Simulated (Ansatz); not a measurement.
# YbAs₄Rh₆: reading a single point

```
CELL_PARAMETERS angstrom
7.16919 0.00000 0.00000
-3.58459 6.20870 0.00000
0.00000 0.00000 3.73482
ATOMIC_POSITIONS crystal
Rh 0.19960 0.80040 0.50000
Rh 0.60080 0.80040 0.50000
Rh 0.19960 0.39920 0.50000
As 0.81190 0.18810 0.50000
As 0.37620 0.18810 0.50000
As 0.81190 0.62380 0.50000
As 0.33330 0.66670 0.00000
Yb 0.00000 0.00000 0.00000
Rh 0.53450 0.46550 0.00000
Rh 0.93100 0.46550 0.00000
Rh 0.53450 0.06900 0.00000
```

Level: r2SCAN, no spin polarisation; 500 eV; 4×4×6 Γ-centred mesh; fermi-dirac occupations (width 0.1 eV); Ansatz 0.2.0, fixed geometry.

**Forces.** The largest is on Rh1 (and as large on other atoms): 0.12 eV/Å, components (-0.11, 0.06, 0.00). It makes 57° with the line to a nearest neighbour, As5 at 2.41 Å.
**Charges.** Bader charges in e: Yb +1.49, As -0.12 to +0.14, Rh -0.32 to -0.11. In the mean Yb gives up most and Rh takes most.
**Electronic structure.** It is a metal, with about 6 states/eV a cell as the mean within 0.25 eV of the Fermi level, mostly Rh d (60 %), As p (17 %) and Yb f (13 %).
**Stress.** The pressure is 5.0 GPa (compression positive), so with the atoms held at these fractions the cell would first expand.

Origin: a database entry at a rescaled volume. Caveats: no spin polarisation, so a magnetic state may lie lower; f levels without a U or exact exchange are poorly placed.

It took 3.6 min on 1 thread of Intel(R) Xeon(R) 6975P-C (Granite Rapids) (shared host), peak memory 1.5 GiB, starting from a saved density. The time holds forces, stress, Bader, DOS, bands, ELF.
